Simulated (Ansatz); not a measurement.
Property card for AlN

AlN:
Space group Fm-3m (No. 225); a = 4.0377 Å, b = 4.0377 Å, c = 4.0377 Å, α = 90.00°, β = 90.00°, γ = 90.00°

```
atom  site  symmetry       x       y       z
----  ----  --------  ------  ------  ------
Al      4b      m-3m  0.5000  0.5000  0.5000
N       4a      m-3m  0.0000  0.0000  0.0000
```
(The calculation used a cell of 2 atoms; values per cell refer to that cell.)

Space group Fm-3m (No. 225), rock salt; conventional cell a = 4.0377 Å, b = 4.0377 Å, c = 4.0377 Å, α = 90.00°, β = 90.00°, γ = 90.00°.

Method: DFT-r²SCAN in the program Ansatz with PAW potentials. Structure relaxed to zero pressure with the same functional. Other levels are named where they apply.

**Cell and energy**

```yaml
volume_per_atom: 8.23 Å³
density: 4.14 g/cm³
Formation energy from the elements (no fitted shifts): -1.46 eV/atom
```

**Electronic structure**

```yaml
band_gap: 5.52 eV (indirect)
valence_band_maximum: at Γ
conduction_band_minimum: at X (3 equivalent valleys)
smallest_direct_gap_on_the_standard_path: 6.53 eV
electron_effective_mass: 0.34, 0.34, 0.57 mₑ (principal values)
Hole effective mass, band 1 of 3 at the edge: 0.89 along [100], 5.3 along [110], 2.0 along [111] (mₑ)
Hole effective mass, band 2 of 3 at the edge: 0.89 along [100], 0.89 along [110], 2.0 along [111] (mₑ)
Hole effective mass, band 3 of 3 at the edge: 0.33 along [100], 0.25 along [110], 0.24 along [111] (mₑ)
```

**Mechanics**

```yaml
Bulk modulus (Birch–Murnaghan fit): 276 GPa
Pressure derivative B′: 3.9
Elastic constants (relaxed ions, GPa): C11 = 467, C12 = 181, C44 = 339
mechanical_stability: stable (all eigenvalues of C positive)
hill_bulk_and_shear_moduli: 276 and 240 GPa
Young's modulus: 558 GPa
Poisson's ratio: 0.16
debye_temperature_from_the_elastic_constants: 1230 K
```

This is a known high-pressure phase of the composition, computed here at zero pressure and temperature. Symmetry was held in the r²SCAN relaxation; whether a distortion lowers the energy is not shown. The references are the lowest solids computed at this level, not always the standard phases (solids in place of the gases).

Potentials: the later of the program's two PAW sets.
